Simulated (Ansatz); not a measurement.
**Data sheet: In2Au (DFT)**

In$_{2}$Au (fluorite or antifluorite type, Fm-3m), a = b = c = 6.569 Å, α = β = γ = 90.00°; the cell used has 3 atoms.

Space group Fm-3m (No. 225), fluorite or antifluorite type; conventional cell a = b = c = 6.569 Å, α = β = γ = 90.00°.

Method: the program Ansatz at the r²SCAN level (PAW). Structure relaxed to zero pressure with the same functional. Other levels are named where they apply.

Cell and energy:

| Property | Value |
|---|---|
| Volume per atom | 23.62 Å³ |
| Density | 10.00 g/cm³ |
| Formation energy from the elements (no fitted shifts) | -0.31 eV/atom |

Electronic structure:

| Item | Value |
|---|---|
| Electronic character | metallic (no gap) |
| Density of states at the Fermi level | 0.34 states/eV per atom (mean over ±0.08 eV) |
| Gap with spin–orbit coupling | none (metallic) |

Mechanics:

| Quantity | Value |
|---|---|
| Bulk modulus (Birch–Murnaghan fit) | 686 kbar |
| Pressure derivative B′ | 6.6 |

Charges:

| Property | Value |
|---|---|
| Bader charges | Au -1.13, In +0.56 e |

The workflow started from an entry of the Crystallography Open Database (COD). Its standing as an ambient phase is unchecked. Symmetry was held in the r²SCAN relaxation; whether a distortion lowers the energy is not shown. The references are the lowest solids computed at this level, not always the standard phases. Spin–orbit coupling is left out wherever it is not named.

Potentials: the later of the program's two PAW sets.
